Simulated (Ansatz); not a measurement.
A generated cell, not matched to a known phase here, of YCl: Fm-3m (No. 225), cF8, rock salt type; a = b = c = 5.5425 Å, α = β = γ = 90.00°; Cl 4a (0.000, 0.000, 0.000); Y 4b (0.500, 0.500, 0.500). Calculation: r2SCAN (plane waves to 500 eV, PAW, scalar-relativistic; Ansatz, a quantum-chemistry and plane-wave program). Element references, the lowest calculated here: Y (P6₃/mmc), Cl (Cmce); gases are represented by their molecular solids.

**Question.** Estimate the formation energy of this Fm-3m form of YCl from the elements that r2SCAN returns for this input.

**Answer.** -1.21 eV/atom.

A lower structure of this composition may exist.

Static energies, no anion corrections, no zero-point energy. Values are rounded to 0.01 eV/atom. Not shown to be the ambient phase of their composition (a lower form may be missing, and a cell relaxed within its start's symmetry can be a saddle point): YCl (Fm-3m). The compounds carry no spin polarisation. No Hubbard U is applied.
